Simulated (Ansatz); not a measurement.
Start of a relaxation of MgZnO4:

Space group Cmmm (No. 65). a = 6.304 Å, b = 6.602 Å, c = 2.804 Å, α = 90.00°, β = 90.00°, γ = 90.00°
```
atom  site  symmetry       x       y       z
  Mg    2b       mmm  0.5000  0.0000  0.0000
  Zn    2d       mmm  0.0000  0.0000  0.5000
   O    4h       2mm  0.3017  0.0000  0.5000
   O    4i       m2m  0.5000  0.7153  0.0000
```

Theory: DFT PBE, scalar-relativistic, plane waves, PAW in Ansatz 0.2.0. Cutoff 420 eV, Gaussian smearing, Γ-centred meshes. Cell and atoms relax first on a coarse mesh and then on a finer one. In between, the cell is made exact in the group found at 0.06 Å. In metals the finer mesh still leaves noise of several meV/atom or more. The steps can't lower the symmetry of their start. Collinear spin is switched on along the way, since trial moments persisted in a coarse test.

A guess keeps its type if space group and coordination stay and the shape of the cell changes little (axis ratios within about 15 %, angles within 6°); the volume may change.

Problem. Does this structure survive the relaxation?

Solution. It keeps its type. The symmetry stays Cmmm (No. 65). The volume per atom grows by 20.5 %, from 9.7 to 11.7 Å³. The shortest distance goes from 1.88 Å (Mg–O) to 1.92 Å (Zn–O). Counting neighbours within 15 % of an atom's shortest distance, the start has Mg 6, O 3, Zn 6 and the end Mg 6, O 3, Zn 6.

Energies over the elements count from the elements' standard structures at the same level (O₂ as a molecule), with no fitted energy shifts.

Problem. At what energy does it end?

Solution. −0.65 eV/atom.

The last run used collinear spin, an 8×8×12 mesh (in the run's order of axes) for its 6-atom cell and Gaussian smearing of 0.10 eV. Another magnetic order may lie lower. Symmetry constrained the relaxation, so the result can be a saddle point. Another cell of MgZnO4 relaxed alike but without spin, in P4/mmm, lies 131 meV/atom lower, so this cell isn't the stable form at this level.
